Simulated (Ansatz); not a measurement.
Data:

Ba$_{2}$YHO$_{3}$:
```yaml
crystal:
  lattice:
    - [-2.19434, 2.19434, 6.78265]
    - [2.19434, -2.19434, 6.78265]
    - [2.19434, 2.19434, -6.78265]
  atoms:
    - { symbol: Y, position: [0.01165, 0.01165, 0.00000] }
    - { symbol: O, position: [0.49242, 0.99242, 0.50000] }
    - { symbol: O, position: [0.99242, 0.49242, 0.50000] }
    - { symbol: O, position: [0.17229, 0.17229, 0.00000] }
    - { symbol: H, position: [0.83113, 0.83113, 0.00000] }
    - { symbol: Ba, position: [0.36345, 0.36345, 0.00000] }
    - { symbol: Ba, position: [0.63663, 0.63663, 0.00000] }
```

This is the r²SCAN-relaxed structure.

All from r²SCAN (plane waves, PAW; program Ansatz), unless another level is named. Give the HSE06 gap on the r²SCAN cell.

5.01 eV.

And the formation energy from the elements (no fitted shifts)?

-2.70 eV/atom.

What about the gap with spin–orbit coupling?

4.12 eV.

Predict the conduction-band minimum.

at M.

Space group I4mm. The start of the workflow was typed in or built on a structure type; neither database checked (COD, Materials Project) lists it. Its standing as an ambient phase is unchecked. Symmetry was held in the r²SCAN relaxation; whether a distortion lowers the energy is not shown. No spin polarisation was allowed. The references are the lowest solids computed at this level, not always the standard phases (solids in place of the gases). Scalar-relativistic: spin–orbit coupling is off unless named, which matters more the heavier the elements.

Potentials: the earlier of the program's two PAW sets. The files were generated under PBE; for other functionals the program regenerates the frozen cores, and for LDA and PBEsol the local potential too.
